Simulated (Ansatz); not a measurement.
GaAs:
```yaml
crystal:
  lattice:
    - [0.00000, 2.84125, 2.84125]
    - [2.84125, 0.00000, 2.84125]
    - [2.84125, 2.84125, 0.00000]
  atoms:
    - { symbol: As, position: [0.75000, 0.75000, 0.75000] }
    - { symbol: Ga, position: [0.00000, 0.00000, 0.00000] }
```

Relaxed with HSE06.

### Question
Give the Bader charges and basin volumes of the independent atoms, HSE06 (plane waves, PAW; program Ansatz).

### Answer


| atom | Bader charge (e) | Bader volume (Å³) |
|---|---|---|
| As1 | -0.81 | 29.4 |
| Ga2 | +0.81 | 16.5 |

Space group F-43m (zinc blende). The HSE06 relaxation kept the symmetry of its start.

Potentials: the later of the program's two PAW sets.
